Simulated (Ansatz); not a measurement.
The cell below belongs to a search over invented structures; it isn't taken from experiment.

Input and command of a plane-wave DFT calculation in Ansatz:

```yaml
crystal:
  lattice:
    - [2.6162812552, -4.5527657839, 0.2534467307]
    - [2.6162812552, 4.5527657839, 0.2534467307]
    - [-0.3272968859, 0.0, 3.3558658578]
  atoms:
    - { symbol: Na, position: [0.6045074334, 0.6045074334, 0.3090771542] }
    - { symbol: Al, position: [0.9378413016, 0.2711743443, 0.809076804] }
    - { symbol: Al, position: [0.2711743443, 0.9378413016, 0.809076804] }
    - { symbol: O, position: [0.6045087313, 0.2571295919, 0.8091638097] }
    - { symbol: O, position: [0.2571295919, 0.6045087313, 0.8091638097] }
    - { symbol: O, position: [0.9518871774, 0.9518871774, 0.8089036486] }
basis:
  ecutwfc: 420
kpoints:
  mp_grid: { grid: [8, 8, 8] }
hamiltonian:
  xc: pbe
scf:
  occupations: { method: gaussian, width: 0.1 }
output:
  forces: true
  stress: true
  eigenvalues: true
relax:
  adjacent_minimum: "off"
  f_tol: 0.01
  max_steps: 30
  cell: { stress_tol: 0.1, fix: [volume] }
```

```bash
ansatz run input.yaml --threads 1 --pin off --max-ram 2560MiB --backend cpu --events-out ev --progress --plain --runs-dir out
```

Processor: Arm Neoverse N1, 1 thread, on a host shared with other jobs.

Problem. How long does it run, and how much memory does it take?

Solution. About 4.3 min, peak memory 0.54 GiB. It solves 23 bands at 150 k points (after reduction by symmetry) with about 1577 plane waves, in 30 SCF iterations over 5 ionic steps.
